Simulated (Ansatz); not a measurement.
## FeNi$_{2}$S$_{4}$ single point

Input file of Ansatz 0.2.0:

```yaml
crystal:
  lattice:
    - [0.0, 4.78694529, 4.78694529]
    - [4.78694529, 0.0, 4.78694529]
    - [4.78694529, 4.78694529, 0.0]
  atoms:
    - { symbol: Fe, position: [0.125, 0.125, 0.125] }
    - { symbol: Fe, position: [0.875, 0.875, 0.875] }
    - { symbol: Ni, position: [0.5, 0.5, 0.5] }
    - { symbol: Ni, position: [0.0, 0.5, 0.5] }
    - { symbol: Ni, position: [0.5, 0.5, 0.0] }
    - { symbol: Ni, position: [0.5, 0.0, 0.5] }
    - { symbol: S, position: [0.259, 0.259, 0.259] }
    - { symbol: S, position: [0.277, 0.741, 0.741] }
    - { symbol: S, position: [0.259, 0.259, 0.723] }
    - { symbol: S, position: [0.741, 0.277, 0.741] }
    - { symbol: S, position: [0.723, 0.259, 0.259] }
    - { symbol: S, position: [0.741, 0.741, 0.741] }
    - { symbol: S, position: [0.259, 0.723, 0.259] }
    - { symbol: S, position: [0.741, 0.741, 0.277] }
  symmetry: { tolerance: 0.0003 }
kpoints:
  mp_grid: { grid: [6, 6, 6], shift: [0, 0, 0] }
  band_path:
    path:
      - [0.0, 0.0, 0.0]
      - [0.5, 0.0, 0.5]
      - [0.625, 0.25, 0.625]
      - [0.375, 0.375, 0.75]
      - [0.0, 0.0, 0.0]
      - [0.5, 0.5, 0.5]
      - [0.5, 0.25, 0.75]
      - [0.5, 0.0, 0.5]
    npoints: 8
magnetization:
  spin_polarized: false
scf:
  occupations: { method: fermi_dirac }
  lower_state_search: "off"
  max_iter: 200
hamiltonian:
  pseudopotentials: { kind: paw }
  xc: r2scan
basis:
  ecutwfc: 500
  fft_grid_basis: typed
output:
  forces: true
  stress: true
  eigenvalues: true
  bader: true
  populations: true
  elf: true
  write_potential: true
  volumetric_format: npy
  dos:
    e_range: [-12, 8]
    de: 0.05
    projected: { site_lists: { Fe: [Fe], Ni: [Ni], S: [S] } }
checkpoint:
  read: saved_state
```

The run starts from an earlier solution of this cell. 

Excerpt of what it printed:

```
Pseudopotentials: kind: paw
Pseudopotential: Fe, paw, valence charge 16, recommended cutoff 500 eV (meta_gga), Fe.paw.azcp
Pseudopotential: Ni, paw, valence charge 18, recommended cutoff 500 eV (meta_gga), Ni.paw.azcp
Pseudopotential: S, paw, valence charge 6, recommended cutoff 500 eV (meta_gga), S.paw.azcp
Functional definition: r2SCAN
  exchange = r2scan_x(k0 = k0, k1 = k1, a1 = a1)
  correlation = r2scan_c
Crystal: 14 atoms, lattice volume = 219.384 Å³
Basis set: ecut = 500 eV, 5601 PW (Γ), exchange–correlation on 200×200×200 points (64 copies of the dense FFT grid, shifted against one another)
Bands: 92, of which v1, the nominal top of the filled ones, is band 76 counted from 1 (75 counted from 0)
Symmetry: 48 space group operations
Space group: Fd-3m (ITA 227), of the structure as read, at distance tolerance 1.8e-3 Å
k-points: 16 of 216
Initial density: read from a saved state, or passed on in memory by an earlier SCF of this step, an earlier step, the calling program or the single point that the run made first
Functional: x = r2scan, c = r2scan; τ floored in thin density (d = 2e-4 eV/Å³)
SCF iter   1: F=-39604.5230 eV  Δρ=5.26e-3  dr2=3.01e-2  dr2_τ=2.91e-3
SCF iter   2: F=-39604.1207 eV  Δρ=1.33e-2  dr2=4.55e-1  dr2_τ=5.89e-3  recentre
SCF iter   3: F=-39604.5236 eV  Δρ=4.53e-3  dr2=2.76e-2  dr2_τ=3.38e-3
SCF iter   4: F=-39604.5471 eV  Δρ=2.24e-3  dr2=1.49e-3  dr2_τ=1.54e-3
SCF iter   5: F=-39604.5476 eV  Δρ=1.23e-3  dr2=4.97e-4  dr2_τ=4.61e-4
SCF iter   6: F=-39604.5478 eV  Δρ=1.92e-4  dr2=5.93e-5  dr2_τ=2.43e-6
SCF iter   7: F=-39604.5478 eV  Δρ=7.67e-5  dr2=1.19e-5  dr2_τ=3.07e-7
SCF iter   8: F=-39604.5478 eV  Δρ=6.06e-5  dr2=6.32e-6  dr2_τ=3.35e-8
SCF iter   9: F=-39604.5478 eV  Δρ=3.00e-5  dr2=2.60e-6  dr2_τ=2.07e-8
SCF iter  10: F=-39604.5478 eV  Δρ=4.52e-6  dr2=3.01e-8  dr2_τ=8.68e-10
Free energy (F): -39604.5478 eV
Harris-Foulkes:  -39604.5478 eV  (|F-HF|=1.66e-8)
Internal energy: -39604.2569 eV  (E = F + TS)
E sigma→0 (E₀):  -39604.4023 eV
Entropy (-TS):   -0.2908 eV (-20.774 meV/atom)
Fermi energy:    10.1403 eV
--- Per-component energies (eV) ---
  E_band       = -2433.5638
  E_kinetic    = 2676.3654
  E_local      = -26401.6941  (includes V_loc(G=0)·N_el)
  E_nonlocal   = 3233.1997
  E_hartree    = 11220.1981
  E_xc         = -1270.0341
  E_vxc        = -1550.8398  (∫ρ·V_xc dr)
  E_paw        = -14208.4379  (= ΣΔE_a)
  E_vpaw       = -2923.5468  (= ΣTr[D̂ρ^β])
  E_aug_tail   = 0.0014  (compensation charges beyond the density's cutoff)
  E_vtau       = 92.5501  (kinetic-family band-sum trace: ∫τ·v_τ [+ j·A + Jᵃ·Aᵃ] dr)
  E_ewald      = -14851.1981
  E_core_change = -2.6574  (= ΣΔE_core)
  E_smearing   = -0.2908  (= −TS)
--- Forces (eV/Å), atoms counted from 1 ---
  atom   1  Fe     0.0000     0.0000     0.0000
  atom   2  Fe     0.0000     0.0000     0.0000
  atom   3  Ni     0.0000     0.0000     0.0000
  atom   4  Ni     0.0000     0.0000     0.0000
  atom   5  Ni     0.0000     0.0000     0.0000
  atom   6  Ni     0.0000     0.0000     0.0000
  atom   7  S     -0.5653    -0.5653    -0.5653
  atom   8  S      0.5653    -0.5653    -0.5653
  atom   9  S      0.5653     0.5653    -0.5653
  atom  10  S     -0.5653     0.5653    -0.5653
  atom  11  S     -0.5653     0.5653     0.5653
  atom  12  S      0.5653     0.5653     0.5653
  atom  13  S      0.5653    -0.5653     0.5653
  atom  14  S     -0.5653    -0.5653     0.5653
--- Stress (GPa, compression-positive) ---
       -7.7775       0.0000       0.0000
        0.0000      -7.7775       0.0000
        0.0000       0.0000      -7.7775
  P = ⅓ Tr σ = -7.7775 GPa (-77.775 kbar)
--- Löwdin populations: 14 sites ---
  site symbol       q [e]
     0     Fe     15.4876
     1     Fe     15.4876
     2     Ni     17.3049
     3     Ni     17.3049
     4     Ni     17.3049
     5     Ni     17.3049
     6      S      6.3108
     7      S      6.3108
     8      S      6.3108
     9      S      6.3108
    10      S      6.3108
    11      S      6.3108
    12      S      6.3108
    13      S      6.3108
  spilling = 0.0087 (of n_electrons = 152.0000)
--- Bader charges: 14 sites ---
  site symbol  charge [e]  shift [e]
     0     Fe      0.8206     0.0036
     1     Fe      0.8206     0.0036
     2     Ni      0.7091     0.0002
     3     Ni      0.7091     0.0002
     4     Ni      0.7091     0.0002
     5     Ni      0.7091     0.0002
     6      S     -0.5597     0.0010
     7      S     -0.5597     0.0010
     8      S     -0.5597     0.0010
     9      S     -0.5597     0.0010
    10      S     -0.5597     0.0010
    11      S     -0.5597     0.0010
    12      S     -0.5597     0.0010
    13      S     -0.5597     0.0010
```

Origin: a database entry at a rescaled volume. Caveats: no spin polarisation, so a magnetic state may lie lower.
